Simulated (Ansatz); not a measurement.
A geometry of Be away from equilibrium: the start of the relaxation of a generated cell, Be built in the AFLOW prototype A_cI16_206_c (as in Si). Calculation: PBE (plane waves to 420 eV, PAW, scalar-relativistic; Ansatz, a quantum-chemistry and plane-wave program). Γ-centred k-mesh 9×9×9 on the run's cell (coarser than for final values), Fermi–Dirac smearing 0.05 eV.

```xyz
8
Lattice="-2.5353 2.5353 2.5353 2.5353 -2.5353 2.5353 2.5353 2.5353 -2.5353" Properties=species:S:1:pos:R:3:forces:R:3 pbc="T T T" free_energy=-726.693 pressure_GPa=47.0
Be     0.7601     0.7601     0.7601   -1.2310   -1.2310   -1.2310
Be    -0.7601     1.7752     0.7601    1.2310    1.2310   -1.2310
Be     1.7752     0.7601    -0.7601    1.2310   -1.2310    1.2310
Be     0.7601    -0.7601     1.7752   -1.2310    1.2310    1.2310
Be     1.7752     1.7752     1.7752    1.2310    1.2310    1.2310
Be     0.7601     3.2954    -0.7601   -1.2310   -1.2310    1.2310
Be     3.2954    -0.7601     0.7601   -1.2310    1.2310   -1.2310
Be    -0.7601     0.7601     3.2954    1.2310   -1.2310   -1.2310
```

Positions in Å, forces in eV/Å, free energy of the cell in eV (comparable only within this code, potentials and settings). Largest force: 2.13 eV/Å, on Be1, Be2, Be3, Be4, Be5, Be6, Be7, Be8 (atoms numbered as listed); the geometry lies 0.52 eV/atom above the end of its relaxation.

No spin polarisation in the result.

The run could not lower the symmetry of its start; a shaken copy of this end point relaxes with PBE to P6₃/mmc (No. 194), 1.41 eV/atom lower.

The end of the path is a generated cell of Be: the first start was made by placing the elements on the sites of a structure type, and the end was not matched to a known phase here, so it may be hypothetical. Known forms of Be include space group No. 194.
